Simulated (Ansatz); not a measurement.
SnO:
```
SnO
1.0
    3.10183     0.00000     0.00000
    0.00000     3.10183     0.00000
    0.00000     0.00000     3.10183
Sn O
1 1
Direct
  0.00000   0.00000   0.00000
  0.50000   0.50000   0.50000
```

Relaxed with r²SCAN. Special points in fractions of this cell's reciprocal vectors: Γ (0.000, 0.000, 0.000); X (0.000, 0.500, 0.000); M (0.500, 0.500, 0.000); R (0.500, 0.500, 0.500).

### Question
List the band energies nearest the Fermi level at these points for the program Ansatz at the r²SCAN level (PAW).

### Answer
In eV from the Fermi level; about four levels below and three above (degenerate sets whole), none deeper than 8.9 eV; … stands for higher levels left out; points with the same levels are listed once.

```csv
k,below,above
Γ,-7.69 -2.79 -2.79 -2.79,8.58 8.58 …
X,-2.02 -2.02 -0.94,0.48 7.62 7.62
M,-5.79 -5.79 -4.81 -1.88,3.69 3.69 9.34
R,-3.60 -3.60 -3.60 -1.15,0.07 0.07 0.07
```

Space group Pm-3m (CsCl type). A made-up cell: these elements were put on the sites of a structure type; neither database checked (COD, Materials Project) lists it. It is not the phase usual at ambient conditions (space group No. 129). The cell was relaxed with r²SCAN under the symmetry of its start. At this level the phase is mechanically unstable. The Fermi level of a semimetal is unsure by some 0.05 eV on such meshes. Spin–orbit coupling is left out wherever it is not named.

Potentials: the later of the program's two PAW sets.
